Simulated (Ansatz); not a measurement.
CuI (zinc blende)

```
CuI
1.0
    0.00000     2.96969     2.96969
    2.96969     0.00000     2.96969
    2.96969     2.96969     0.00000
I Cu
1 1
Direct
  0.75000   0.75000   0.75000
  0.00000   0.00000   0.00000
```

The slice is a {110} plane (indices of the conventional cell) through the point (0.000, 0.000, 0.000) (fractional), spanned by u = [100] and v = [1 -1 -1] in vectors of this cell: u (4.20 Å) and v (5.94 Å, at 90° to u). It covers one period; positions are fractions (u, v).

All values below come from PBEsol (plane waves to 420 eV, PAW, scalar-relativistic; Ansatz, an electronic-structure program). k mesh 10×10×10. Inside the PAW spheres the values are not all-electron values, and peaks at nuclei hang on which shells count as valence. CuI is run without spin polarisation. CuI was relaxed with its symmetry unable to fall. Spin-orbit coupling is left out, though I is heavy.

Three fields on this plane, each scaled to ten steps between its own extremes (0 low, 9 high; the total valence density on a logarithmic scale, the potential cut 8 eV below its top; x marks points blanked near nuclei; v = 0 in the bottom row):

Map A
```
|xxxxx22334443322xxxx|
|xxxxx22222222222xxxx|
|xxxx2221100011222xxx|
|xxx222110000011222xx|
|22222110000000112222|
|22221100000000011222|
|11111000000000001111|
|11100000000000000011|
|00000000000000000000|
|00000000000000000000|
|00000000000000000000|
|00000000112110000000|
|00000012344432100000|
|00001245778775421000|
|00012578999998752100|
|00025799999999975200|
|00147999xxxxx9997410|
|0025899xxxxxxx998520|
|013799xxxxxxxxx99731|
|114799xxxxxxxxx99741|
|124799xxxxxxxxx99742|
|223699xxxxxxxxx99632|
|222489xxxxxxxxx98422|
|xxx2499xxxxxxx9942xx|
|xxxx2699xxxxx9962xxx|
|xxxxx37999999973xxxx|
|xxxxx24799999742xxxx|
|xxxxx23467876432xxxx|
```

Map B
```
|xxxxx76555555567xxxx|
|xxxxx75443334457xxxx|
|xxxx7643322233467xxx|
|xxx765432111234567xx|
|77765432100012345677|
|66554321100011234556|
|55443221000001223445|
|44332211000001122334|
|33322110100000112233|
|22221111111111111222|
|11111112222222111111|
|11111222333333221111|
|00112234445444322110|
|00122345666665432210|
|01123466778776643211|
|11234678899988764321|
|12345789xxxxx9875432|
|2335689xxxxxxx986533|
|334678xxxxxxxxx87643|
|445689xxxxxxxxx98654|
|556789xxxxxxxxx98765|
|666789xxxxxxxxx98766|
|777789xxxxxxxxx98777|
|xxx8899xxxxxxx9988xx|
|xxxx8899xxxxx9988xxx|
|xxxxx88899999888xxxx|
|xxxxx87777877778xxxx|
|xxxxx86666666668xxxx|
```

Map C
```
|xxxxx73211111237xxxx|
|xxxxx63110001136xxxx|
|xxxx9521000001259xxx|
|xxx853100000001358xx|
|33432110000000112343|
|11211100000000011121|
|11110000000000000111|
|00000000000000000000|
|00000000000000000000|
|00000000000000000000|
|00000000000000000000|
|00000000000000000000|
|00000000111110000000|
|00000011222221100000|
|00000123444443210000|
|00001235677765321000|
|00012468xxxxx8642100|
|0001358xxxxxxx853100|
|001247xxxxxxxxx74210|
|001247xxxxxxxxx74210|
|111247xxxxxxxxx74211|
|111236xxxxxxxxx63211|
|332124xxxxxxxxx42123|
|xxx1125xxxxxxx5211xx|
|xxxx0136xxxxx6310xxx|
|xxxxx12467776421xxxx|
|xxxxx22234443222xxxx|
|xxxxx52222222225xxxx|
```

Problem. Assign the maps to these fields: density of the highest valence band (whole band, smooth part); electron localisation function (ELF); valence electron density.

Solution. A is the electron localisation function (ELF); B is the valence electron density; C is the density of the highest valence band (whole band, smooth part).
